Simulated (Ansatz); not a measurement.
Input and command of a plane-wave DFT calculation in Ansatz:

```yaml
crystal:
  lattice:
    - [-5.236, 5.236, -10.472]
    - [5.236, 10.472, -5.236]
    - [5.236, -5.236, -10.472]
  atoms:
    - { symbol: K, position: [0.7083333333, 0.3333333333, 0.875] }
    - { symbol: K, position: [0.75, 0.0, 0.75] }
    - { symbol: K, position: [0.875, 0.0, 0.375] }
    - { symbol: K, position: [0.8333333333, 0.3333333333, 0.5] }
    - { symbol: K, position: [0.7916666667, 0.6666666667, 0.625] }
    - { symbol: K, position: [0.5, 0.0, 0.5] }
    - { symbol: K, position: [0.4583333333, 0.3333333333, 0.625] }
    - { symbol: K, position: [0.4166666667, 0.6666666667, 0.75] }
    - { symbol: K, position: [0.125, 0.0, 0.625] }
    - { symbol: K, position: [0.0833333333, 0.3333333333, 0.75] }
    - { symbol: K, position: [0.0416666667, 0.6666666667, 0.875] }
    - { symbol: K, position: [0.9583333333, 0.3333333333, 0.125] }
    - { symbol: K, position: [0.9166666667, 0.6666666667, 0.25] }
    - { symbol: K, position: [0.625, 0.0, 0.125] }
    - { symbol: K, position: [0.5833333333, 0.3333333333, 0.25] }
    - { symbol: K, position: [0.5416666667, 0.6666666667, 0.375] }
    - { symbol: K, position: [0.25, 0.0, 0.25] }
    - { symbol: K, position: [0.2083333333, 0.3333333333, 0.375] }
    - { symbol: K, position: [0.1666666667, 0.6666666667, 0.5] }
    - { symbol: K, position: [0.6666666667, 0.6666666667, 0.0] }
    - { symbol: K, position: [0.3333333333, 0.3333333333, 0.0] }
    - { symbol: K, position: [0.2916666667, 0.6666666667, 0.125] }
    - { symbol: K, position: [0.0, 0.0, 0.0] }
basis:
  ecutwfc: 420
kpoints:
  mp_grid: { grid: [2, 2, 2] }
hamiltonian:
  xc: pbesol
scf:
  occupations: { method: gaussian, width: 0.1 }
output:
  forces: true
  stress: true
  eigenvalues: true
  write_density: true
  write_potential: true
  elf: true
  volumetric_format: npy
relax:
  adjacent_minimum: "off"
  f_tol: 0.02
  max_steps: 50
```

```bash
ansatz run input.yaml --threads 4 --pin off --max-ram 9216MiB --backend cpu --events-out ev --progress --plain --runs-dir out
```

Processor: Arm Neoverse V1, 4 threads, on a host shared with other jobs.

Task: How long does it run, and how much memory does it take?

Result: About 3 min on 4 threads of Arm Neoverse V1, on a shared host, peak memory 4.6 GiB. It solves 127 bands at 6 k points (the mesh reduced by the symmetry that the task leaves, which can be less than the crystal's) with about 33593 plane waves, in 41 SCF iterations over 6 ionic steps.
